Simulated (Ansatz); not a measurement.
## Si3N4 — electrostatic potentials at the N nuclei

Cell: a structure deposited in the COD, ions relaxed with PBE at fixed cell.

Space group P6_3/m (No. 176); a = 7.6170, c = 2.9134 Å, γ = 120.00°.

```
site  Wyckoff  site symmetry       x       y       z
  Si       6h            m..  0.1740  0.7679  0.2500
  N7       2c           -6..  0.3333  0.6667  0.2500
  N9       6h            m..  0.3298  0.0300  0.2500
```

One atom of each set is listed.

Method: Kohn–Sham DFT in Ansatz, PBEsol, plane waves and PAW, scalar-relativistic, 420 eV cutoff, Γ-centred 4×4×9 k-points, Fermi–Dirac smearing 0.02 eV.

The potential at a nucleus is that of all electrons and the other nuclei. A higher potential binds the core electrons more strongly, so differences between sites of one element are the initial-state part of core-level shifts.

Task: Rank the N sites by the potential at the nucleus, lowest first, and give each against the lowest.
A. N7: 3 Si at 1.73 Å
B. N9: 3 Si at 1.74 Å

Result: A (0.00 V), B (0.40 V).
